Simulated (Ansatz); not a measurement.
Pb (fcc, Cu type)

```yaml
crystal:
  lattice:
    - [0.00000, 2.49563, 2.49563]
    - [2.49563, 0.00000, 2.49563]
    - [2.49563, 2.49563, 0.00000]
  atoms:
    - { symbol: Pb, position: [0.00000, 0.00000, 0.00000] }
```

The slice is a {110} plane (indices of the conventional cell) through the point (0.000, 0.000, 0.000) (fractional), spanned by u = [100] and v = [1 -1 -1] in vectors of this cell: u (3.53 Å) and v (4.99 Å, at 90° to u). It covers one period; positions are fractions (u, v).

Level of theory: r2SCAN (plane waves to 500 eV, PAW, scalar-relativistic; Ansatz, a quantum-chemistry and plane-wave program). k mesh 16×16×16. Inside the PAW spheres the values are not all-electron values, and peaks at nuclei hang on which shells count as valence. Pb was relaxed with its symmetry unable to fall. Spin-orbit coupling is left out, though Pb is heavy. The PAW data are Ansatz's earlier set.

Task: What is the valence density on the shortest Pb–Pb line in this plane (3.53 Å), at its midpoint?

Result: 0.12 e/Å³.

Task: Sketch the electrostatic potential energy of an electron, from the cell's mean on this plane as a map.

Result: 
```
|xxxxx .+##+. xxxx|
|xxxxx :*##*: xxxx|
|xxxx  =#%%#=  xxx|
|xxx  -*#%%#*-  xx|
|    -+#%@@%#+-   |
|..:=*#%%@@%%#*=:.|
|++*##%%%@@%%%##*+|
|%%%%%%%%%%%%%%%%%|
|@@@@%%%%%%%%%%@@@|
|@@@@@%%%##%%%@@@@|
|@@@@@%%####%%@@@@|
|@@@@@%%####%%@@@@|
|@@@@@%%####%%@@@@|
|@@@@@%%%##%%%@@@@|
|@@@@%%%%%%%%%%@@@|
|%%%%%%%%%%%%%%%%%|
|++*##%%%@@%%%##*+|
|..:=*#%%@@%%#*=:.|
|    -+#%@@%#+-   |
|xxx  -*#%%#*-  xx|
|xxxx  =#%%#=  xxx|
|xxxxx :*##*: xxxx|
|xxxxx .+##+. xxxx|
|xxxxx .+##+. xxxx|
```
Scale: ten equal steps from 0.00 (start of ' ') to 8.42 (end of '@'), in the order ' .:-=+*#%@'. Values: electrostatic potential energy of an electron, from the cell's mean, in eV. The map has 17 points along u (one character each, u = 0 at the left) and 24 along v (v = 0 in the bottom row). Points within 1 Å of a nucleus are blanked (x), as the pseudised field means little there. Values under 0 eV are set to 0. The zero, the cell's mean, hangs on the PAW cores.
